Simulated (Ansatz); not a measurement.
# Tl: energy along a strain

Tl, P6_3/mmc, a = 3.456 Å, c = 5.525 Å (as given, not relaxed at this level: 0.0 GPa). Ansatz: PBEsol, PAW, 420 eV, Γ-centred 18×18×10 mesh on 2 atoms, Gaussian smearing 0.15 eV; no spin polarisation. Cell vectors (Å): 3.456 0.000 0.000; -1.728 2.993 0.000; 0.000 0.000 5.525. The cell is strained by x per cent times the pattern (0 0 1 0 0 0) in the order xx yy zz yz xz xy (engineering shears), with fractional coordinates held. y is the free energy over the start, V0 = 28.575 Å³/atom.

```
x (%) y (meV/atom)
-6.00             ?
-4.50         12.44
-3.00          5.22
-1.50          1.12
 0.00          0.00
 1.50          1.64
 3.00          5.50
 4.50         10.97
 5.25         14.22
 6.00         17.78
```

Q: Fit y = c1 x + c2 x² + c3 x³ to the other rows, get the stiffness along the pattern, and predict the missing energy.

A: Least squares on the rows shown. y = 0.24513 x + 0.57948 x² − 0.020901 x³. The clamped-ion stiffness p·C·p = 2 × 5.795 eV × 160.2 / 28.575 Å³ = 65 GPa, which is C33 in these axes; c1 is there for the stress left in the start, which by itself gives a slope of 0.22 meV/atom per %. At x = -6.00 the fit asked for gives 23.91 meV/atom. The run gave 22.82 meV/atom, so the fit is 1.09 meV/atom too high, 4.8 % of the span of the series, against an rms of 0.09 meV/atom on the fitted rows. The row lies outside the fitted range. With a term in x⁴ added, a fit to the same known rows predicts 23.02 meV/atom, so most of the miss is curvature that the known rows already hold.

Spin–orbit coupling is left out, which can shift energies with elements as heavy as these.